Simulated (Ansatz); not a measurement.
Tl, a database entry at a rescaled volume

```
Tl
1.0
     3.50495    0.00000    0.00000
    -1.75248    3.03538    0.00000
     0.00000    0.00000    5.60217
Tl
2
Direct
  0.33330 0.66670 0.25000
  0.66660 0.33330 0.75000
```

Method: PBE, spin-orbit coupling; PAW, plane waves to 420 eV, 11×11×6 Γ-centred mesh, fermi-dirac occupations (width 0.0526 eV) (Ansatz 0.2.0), atoms fixed.

The state carries no moments; the state need not be the lowest.

**Electronic structure.** It is a metal, with about 0.85 states/eV a cell as the mean within 0.25 eV of the Fermi level, mostly Tl p (74 %) and Tl s (23 %).
**Stress.** The pressure is 1.1 GPa (compression positive), so with the atoms held at these fractions the cell would first expand.

Origin: a database entry at a rescaled volume.

It took 25 s on 2 threads of Arm Neoverse V1, with other jobs on the host, peak memory 0.52 GiB, starting from a saved density. The time holds forces, stress, Bader, DOS, bands, ELF.
